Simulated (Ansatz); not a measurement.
KI:
```xyz
2
Lattice="0.0000 3.5462 3.5462 3.5462 0.0000 3.5462 3.5462 3.5462 0.0000" Properties=species:S:1:pos:R:3 pbc="T T T"
K      0.0000     0.0000     0.0000
I      3.5462     3.5462     3.5462
```

Relaxed with r²SCAN.

Q: Map the valence electron density (e/Å³), cut off at 2 on the plane through (0.000, 0.000, 0.000) spanned by u = [1, 0, 0] and v = [0, 1, -1] in lattice vectors, from plane-wave PAW r²SCAN (Ansatz code).

A: x is the fraction of u, y of v (the angle between them is 90°; rows are the nearest grid lines); atoms in the plane: K at (0.00, 0.00), I at (0.50, 0.50).
```
|@@@@+:              :+@@@@|
|@@@@+.              .+@@@@|
|@@@%-.              .-%@@@|
|@@%=:                :=%@@|
|++-:.                .:-++|
|:..                    ..:|
|         ..::::..         |
|        .:--==--:.        |
|       .:-=*@@*=-:.       |
|      ..-=@@@@@@=-..      |
|      .:-*@@@@@@*-:.      |
|      .:=@@@@@@@@=:.      |
|      .:=@@@@@@@@=:.      |
|      .:-*@@@@@@*-:.      |
|      ..-=@@@@@@=-..      |
|       .:-=*@@*=-:.       |
|        .:--==--:.        |
|         ..::::..         |
|:..                    ..:|
|++-:.                .:-++|
|@@%=:                :=%@@|
|@@@%-.              .-%@@@|
|@@@@+.              .+@@@@|
|@@@@+:              :+@@@@|
```
Scale: ten equal steps from 0.015 (start of ' ') to 2.00 (end of '@'), in the order ' .:-=+*#%@'; x runs from 0.000 to 1.00, y from 0.000 (bottom) to 1.00 (top).

The density is the valence pseudo-density with augmentation charge, so density and ELF within about 1 Å of a nucleus are not all-electron values.

Space group Fm-3m (rock salt). Symmetry was held in the r²SCAN relaxation. Scalar-relativistic: spin–orbit coupling is off unless named, which matters more the heavier the elements.

Potentials: the later of the program's two PAW sets.
